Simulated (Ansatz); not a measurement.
BeSe (zinc blende, space group No. 216), plane-wave PAW PBE (Ansatz code): ε∞ = 6.00, cell volume 34.70 Å³. Infrared-active transverse modes:

```csv
ω_TO (cm⁻¹),oscillator strength S_xx (e²/amu)
491.6,0.3044
```

**Question.** Compute the static dielectric constant.

**Answer.** Each mode adds (4.921e7/V) S/ω²: 1.79. So ε0 = 7.79.

**Question.** What LO frequency does the Lyddane–Sachs–Teller relation give?

**Answer.** ω_LO = ω_TO √(ε0/ε∞) = 560 cm⁻¹.

Space group F-43m (zinc blende). Symmetry was held in the PBE relaxation; phonons on a q-mesh show no instability. The volume moved by 28 % from the start of the relaxation. Scalar-relativistic: spin–orbit coupling is off unless named, which matters more the heavier the elements.

Potentials: the later of the program's two PAW sets.
